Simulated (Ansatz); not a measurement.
Consider the following.

Starting cell, CdTe (zinc blende):

```yaml
crystal:
  lattice:
    - [0.00000, 3.27881, 3.27881]
    - [3.27881, 0.00000, 3.27881]
    - [3.27881, 3.27881, 0.00000]
  atoms:
    - { symbol: Te, position: [0.75000, 0.75000, 0.75000] }
    - { symbol: Cd, position: [0.00000, 0.00000, 0.00000] }
```

In each cell atom 1 (Te, nearest neighbour Cd at 2.840 Å; its periodic images, 4.6 Å or more away, move with it) moves by s·(0.577, 0.577, 0.577) (towards the nearest neighbour), the rest being held.

All values below come from r2SCAN (plane waves to 500 eV, PAW, scalar-relativistic; Ansatz, a quantum-chemistry and plane-wave program). k mesh 7×7×7 (Γ-centred), Fermi-Dirac smearing 0.05 eV. The energy includes the smearing's −TS. CdTe was relaxed with its symmetry unable to fall. Spin-orbit coupling is left out, though Te is heavy. The zero of ΔE is the undisplaced structure.

The scan covers s from -0.280 to 0.280 Å in 11 points.

### Question
Is the energy the same for displacements of ±0.280 Å, and if not, which side lies higher?

### Answer
Not even: the positive side lies higher at ±0.280 Å. With its periodic images moving along, the atom's site symmetry in this cell is -43m.

### Question
What is the energy change at s = 0.280 Å?

### Answer
231.6 meV/cell.

### Question
What force acts on the atom along the line at s = -0.280 Å?

### Answer
0.653 eV/Å.

### Question
What is the force constant k = d²E/ds² of this move at s = 0?

### Answer
4.07 eV/Å².

### Question
With two atoms in the cell this is the zone-centre optical mode. What wavenumber follows (transverse: no LO-TO term)?

### Answer
136 cm⁻¹.

(For displaced atoms, the force is minus the slope of the energy, and its curvature is a force constant, which sets phonon frequencies.)
